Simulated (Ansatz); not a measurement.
# Relaxing a structure of WS2

The start is a generated cell, WS2 placed in the marcasite structure type. Cell shape, volume and atoms are optimised at zero target pressure with PBE (plane waves to 420 eV, PAW, scalar-relativistic; Ansatz, a quantum-chemistry and plane-wave program). First-step values are on the input's coarse k-mesh.

Ansatz input (later rounds restart from its end on a renewed k-mesh):
Ansatz 0.2 input:
```yaml
crystal:
  lattice:
    - [4.900138, 0, 0]
    - [0, 5.980581, 0]
    - [0, 0, 3.733481]
  atoms:
    - { symbol: W, position: [0, 0, 0] }
    - { symbol: W, position: [0.5, 0.5, 0.5] }
    - { symbol: S, position: [0.2004, 0.3787, 0] }
    - { symbol: S, position: [0.7004, 0.1213, 0.5] }
    - { symbol: S, position: [0.2996, 0.8787, 0.5] }
    - { symbol: S, position: [0.7996, 0.6213, 0] }
basis: { ecutwfc: 420, ecutrho_ratio: 4, xc_grid: 2, fft_grid_basis: typed }
kpoints: { mp_grid: { grid: [5, 4, 6] } }
hamiltonian:
  xc: pbe
  dispersion: none
  pseudopotentials: { azcp: { folder: ./paw }, kind: paw }
scf: { occupations: { method: fermi_dirac, width: 0.05 } }
relax: { f_tol: 0.01, max_steps: 100, cell: { stress_tol: 0.02 } }
output: { forces: true, stress: true }
```

Problem. What pressure does the first self-consistent step give?

Solution. -8 GPa (negative: the cell is under tension).

Problem. Which atoms feel the largest initial force, and how large is it?

Solution. About 1.3 eV/Å, on S3, S4, S5, S6 (atoms numbered as listed).

Problem. How much energy is released per atom?

Solution. 0.29 eV/atom.

Problem. How does the volume change?

Solution. -5.3 %, from 18.24 to 17.27 Å³/atom.

Problem. How do the shortest distances between atoms change?

Solution. The closest pairs of elements (up to four, under 3.6 Å), start → end: S–W 2.47 → 2.39 Å; S–S 2.44 → 2.92 Å; W–W 3.73 → 3.18 Å.

Problem. What band gap does the relaxed structure have at this level?

Solution. No gap (metallic).

Problem. Give the final cell and atomic positions.

Solution. 
```cif
data_S4W2
_chemical_formula_sum 'W2 S4'
_space_group_name_H-M_alt 'Pnnm'
_space_group_IT_number 58
_space_group_name_Hall '-P 2 2n'
_cell_length_a 5.41226
_cell_length_b 6.02922
_cell_length_c 3.17615
_cell_angle_alpha 90.000
_cell_angle_beta 90.000
_cell_angle_gamma 90.000
loop_
_atom_site_label
_atom_site_type_symbol
_atom_site_symmetry_multiplicity
_atom_site_Wyckoff_symbol
_atom_site_fract_x
_atom_site_fract_y
_atom_site_fract_z
_atom_site_occupancy
W1 W 2 a 0.00000 0.00000 0.00000 1
S1 S 4 g 0.21106 0.65117 0.00000 1
```

The space group stays Pnnm (No. 58) (the run could not lower it); the end is AFLOW prototype AB2_oP6_58_a_g (as in Fe2C), with 6 atoms in the primitive cell. Final values are on a 9×8×15 k-mesh of the relaxed cell. No spin polarisation in the result.

The run could not lose the symmetry of its start; a randomly shaken copy of 12 atoms returns to this structure.

The relaxed structure here is a generated cell of WS2: the first start was made by placing the elements on the sites of a structure type, and the end was not matched to a known phase here, so it may be hypothetical. Known forms of WS2 include space group No. 194.
